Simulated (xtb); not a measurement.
xtb single point, GFN2-xTB, ALPB implicit tetrahydrofuran, on trimethylarsine, C3H9As (SMILES C[As](C)C), charge 0, multiplicity 1.

```
xtb m.xyz --gfn 2 --chrg 0 --uhf 0 --norestart --sp --alpb thf

13

C      0.848119    -1.515742    -0.034577
As     0.156949     0.037758    -1.038546
C      1.157160     1.412778    -0.034543
C     -1.534063     0.216068    -0.034556
H      0.787444    -1.340549     1.038489
H      1.887573    -1.704321    -0.299567
H      0.272142    -2.407901    -0.276209
H      1.031572     1.275689     1.038455
H      0.805303     2.407901    -0.303275
H      2.218472     1.355586    -0.272370
H     -1.352578     0.178299     1.038546
H     -2.016956     1.162402    -0.274415
H     -2.218472    -0.588000    -0.301664
```

The program's output:

```

          ...................................................
          :                      SETUP                      :
          :.................................................:
          :  # basis functions                  31          :
          :  # atomic orbitals                  30          :
          :  # shells                           18          :
          :  # electrons                        26          :
          :  max. iterations                   250          :
          :  Hamiltonian                  GFN2-xTB          :
          :  restarted?                      false          :
          :  GBSA solvation                   true          :
          :  PC potential                    false          :
          :  electronic temp.          300.0000000     K    :
          :  accuracy                    1.0000000          :
          :  -> integral cutoff          0.2500000E+02      :
          :  -> integral neglect         0.1000000E-07      :
          :  -> SCF convergence          0.1000000E-05 Eh   :
          :  -> wf. convergence          0.1000000E-03 e    :
          :  Broyden damping             0.4000000          :
          :  net charge                          0          :
          :  unpaired electrons                  0          :
          ...................................................

 iter      E             dE          RMSdq      gap      omega  full diag
   1    -13.5030120 -0.135030E+02  0.433E+00    6.92       0.0  T
   2    -13.5278550 -0.248430E-01  0.350E+00    6.93       1.0  T
   3    -13.5353911 -0.753611E-02  0.144E+00    6.96       1.0  T
   4    -13.5362323 -0.841169E-03  0.300E-01    7.01       1.0  T
   5    -13.5359870  0.245274E-03  0.267E-01    7.01       1.0  T
   6    -13.5363370 -0.349964E-03  0.879E-02    7.01       1.0  T
   7    -13.5363674 -0.304447E-04  0.178E-02    7.01       1.6  T
   8    -13.5363693 -0.184655E-05  0.504E-03    7.01       5.5  T
   9    -13.5363694 -0.122625E-06  0.997E-04    7.01      27.8  T
  10    -13.5363694 -0.502120E-08  0.513E-04    7.01      54.1  T

   *** convergence criteria satisfied after 10 iterations ***

         #    Occupation            Energy/Eh            Energy/eV
      -------------------------------------------------------------
         1        2.0000           -0.5960226             -16.2186
       ...           ...                  ...                  ...
         7        2.0000           -0.4701381             -12.7931
         8        2.0000           -0.4586431             -12.4803
         9        2.0000           -0.4586258             -12.4798
        10        2.0000           -0.4547262             -12.3737
        11        2.0000           -0.4079280             -11.1003
        12        2.0000           -0.4079202             -11.1001
        13        2.0000           -0.3700186             -10.0687 (HOMO)
        14                         -0.1123742              -3.0579 (LUMO)
        15                         -0.1123393              -3.0569
        16                          0.0370974               1.0095
        17                          0.1187036               3.2301
        18                          0.1370734               3.7300
       ...                                ...                  ...
        30                          0.8001576              21.7734
      -------------------------------------------------------------
                  HL-Gap            0.2576444 Eh            7.0109 eV
             Fermi-level           -0.2411964 Eh           -6.5633 eV


         :::::::::::::::::::::::::::::::::::::::::::::::::::::
         ::                     SUMMARY                     ::
         :::::::::::::::::::::::::::::::::::::::::::::::::::::
         :: total energy             -13.366608979219 Eh    ::
         :: total w/o Gsasa/hb       -13.359312480247 Eh    ::
         :: gradient norm              0.001012815379 Eh/a0 ::
         :: HOMO-LUMO gap              7.010861866200 eV    ::
         ::.................................................::
         :: SCC energy               -13.536356742324 Eh    ::
         :: -> isotropic ES            0.007233831587 Eh    ::
         :: -> anisotropic ES          0.002753182826 Eh    ::
         :: -> anisotropic XC          0.007165337433 Eh    ::
         :: -> dispersion             -0.007058523852 Eh    ::
         :: -> Gsolv                  -0.007218504911 Eh    ::
         ::    -> Gelec                0.000077994061 Eh    ::
         ::    -> Gsasa               -0.012186997791 Eh    ::
         ::    -> Ghb                 -0.000434316626 Eh    ::
         ::    -> Gshift               0.005324815444 Eh    ::
         :: repulsion energy           0.169747763105 Eh    ::
         :: add. restraining           0.000000000000 Eh    ::
         :: total charge               0.000000000000 e     ::
         :::::::::::::::::::::::::::::::::::::::::::::::::::::

[... lines cut ...]
        22                          0.1978569               5.3840
        23                          0.2298537               6.2546
        24                          0.2343040               6.3757
       ...                                ...                  ...
        30                          0.8001576              21.7734
      -------------------------------------------------------------
                  HL-Gap            0.2576444 Eh            7.0109 eV
             Fermi-level           -0.2411964 Eh           -6.5633 eV

     #   Z          covCN         q      C6AA      α(0)
     1   6 C        3.692    -0.139    23.374     6.918
     2  33 As       2.760     0.059   212.823    26.746
     3   6 C        3.692    -0.139    23.373     6.918
     4   6 C        3.692    -0.139    23.373     6.918
     5   1 H        0.925     0.041     2.434     2.440
     6   1 H        0.925     0.039     2.462     2.454
     7   1 H        0.925     0.039     2.459     2.452
     8   1 H        0.925     0.041     2.434     2.440
     9   1 H        0.925     0.039     2.462     2.454
    10   1 H        0.925     0.039     2.459     2.452
    11   1 H        0.925     0.041     2.434     2.440
    12   1 H        0.925     0.039     2.459     2.452
    13   1 H        0.925     0.039     2.462     2.454

 Mol. C6AA /au·bohr⁶  :       1846.344167
 Mol. C8AA /au·bohr⁸  :      64302.852496
 Mol. α(0) /au        :         69.535175

Wiberg/Mayer (AO) data.
largest (>0.10) Wiberg bond orders for each atom

 ---------------------------------------------------------------------------
     #   Z sym  total        # sym  WBO       # sym  WBO       # sym  WBO
 ---------------------------------------------------------------------------
     1   6 C    3.982 --     2 As   1.061     6 H    0.965     7 H    0.965
                             5 H    0.962
     2  33 As   3.434 --     3 C    1.061     1 C    1.061     4 C    1.061
     3   6 C    3.982 --     2 As   1.061     9 H    0.965    10 H    0.965
                             8 H    0.962
     4   6 C    3.982 --     2 As   1.061    13 H    0.965    12 H    0.965
                            11 H    0.962
     5   1 H    0.998 --     1 C    0.962
     6   1 H    0.998 --     1 C    0.965
     7   1 H    0.998 --     1 C    0.965
     8   1 H    0.998 --     3 C    0.962
     9   1 H    0.998 --     3 C    0.965
    10   1 H    0.998 --     3 C    0.965
    11   1 H    0.998 --     4 C    0.962
    12   1 H    0.998 --     4 C    0.965
    13   1 H    0.998 --     4 C    0.965
 ---------------------------------------------------------------------------


molecular dipole:
                 x           y           z       tot (Debye)
 q only:        0.000       0.000       0.026
   full:        0.000      -0.000       0.700       1.778
molecular quadrupole (traceless):
                xx          xy          yy          xz          yz          zz
 q only:        0.054      -0.000       0.052       0.012       0.003      -0.106
  q+dip:        1.481      -0.000       1.478       0.311       0.075      -2.959
   full:        1.974      -0.000       1.971       0.311       0.075      -3.944

           -------------------------------------------------
          | TOTAL ENERGY              -13.366608979219 Eh   |
          | GRADIENT NORM               0.001012815379 Eh/α |
          | HOMO-LUMO GAP               7.010861866200 eV   |
           -------------------------------------------------
```

The total energy is -363.72 eV, -0.20 eV from the same level's vacuum run.
